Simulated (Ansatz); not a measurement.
# Ti$_{2}$In, a known structure type with other elements, at an estimated volume

```
Ti In
1.0
     0.00000    2.93179    0.00000
     2.93179    0.00000    0.00000
     1.46589    1.46589   -6.86642
Ti In
2 1
Direct
  0.32400 0.32400 0.35200
  0.67600 0.67600 0.64800
  0.00000 0.00000 0.00000
```

Single point in Ansatz 0.2.0 with PBE, no spin polarisation. Cutoff 420 eV, PAW datasets, 12×12×12 Γ-centred k mesh, fermi-dirac filling (width 0.0307 eV).

(1) What is the formation energy?

(2) How is the charge shared?

(3) Where is the largest force?

(4) Is there a gap?

Origin: a known structure type with other elements, at an estimated volume, so it need not be a known compound. Caveats: many states at the Fermi level without spin polarisation, so a magnetic state may lie lower.

Answers

(1) -0.12 eV an atom against the elements' usual phases (free molecules for gases, crystals otherwise, with no correction for O₂ or N₂), so it is bound against them; other compounds may still compete. Relaxing would lower it.

(2) Bader charges in e: Ti +0.35, In -0.68. In the mean Ti gives up most and In takes most. There are 4 density maxima away from the nuclei.

(3) The largest is on Ti1 (and as large on other atoms): 0.13 eV/Å, components (0.00, 0.00, -0.13). It makes 46° with the line to a nearest neighbour, Ti2 at 2.90 Å, pointing towards it.

(4) It is a metal, with about 3.8 states/eV a cell as the mean within 0.25 eV of the Fermi level, mostly Ti d (83 %).
